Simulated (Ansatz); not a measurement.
**Relaxing a structure of Al**

The start is a relaxed Al cell displaced along its unstable phonon at q = Γ (91i cm⁻¹), largest move 0.15 Å. A full variable-cell relaxation at zero pressure is run with r2SCAN (plane waves to 500 eV, PAW, scalar-relativistic; Ansatz, a quantum-chemistry and plane-wave program). The first steps use a coarse 8×8×12 k-mesh.

Input geometry:
```
CELL_PARAMETERS angstrom
      4.54491     0.00000     0.00000
     -2.27246     3.93601     0.00000
      0.00000     0.00000     2.75770
ATOMIC_POSITIONS crystal
  Al 0.00000 0.00000 0.00000
  Al 0.33333 0.66667 0.55439
  Al 0.66667 0.33333 0.44561
```

How does the volume change?

-1.5 %, from 16.44 to 16.19 Å³/atom.

How do the shortest distances between atoms change?

The closest pairs of elements (up to four, under 3.6 Å), start → end: Al–Al 2.64 → 2.76 Å.

Write out the relaxed structure.


Space group Im-3m (No. 229); a = b = c = 3.187 Å, α = β = γ = 90.00°

| atom | site | symmetry | x | y | z |
|---|---|---|---|---|---|
| Al | 2a | m-3m | 0.0000 | 0.0000 | 0.0000 |
(The calculation used a cell of 1 atom; values per cell refer to that cell.)

Final values are on a 20×20×20 k-mesh of the relaxed cell. No spin polarisation in the result.

The run could not lose the symmetry of its start, so the end can be a saddle point.

The relaxed structure here is a generated cell of Al: the first start was made by placing the elements on the sites of a structure type, and the end was not matched to a known phase here, so it may be hypothetical. Known forms of Al include space group No. 225.
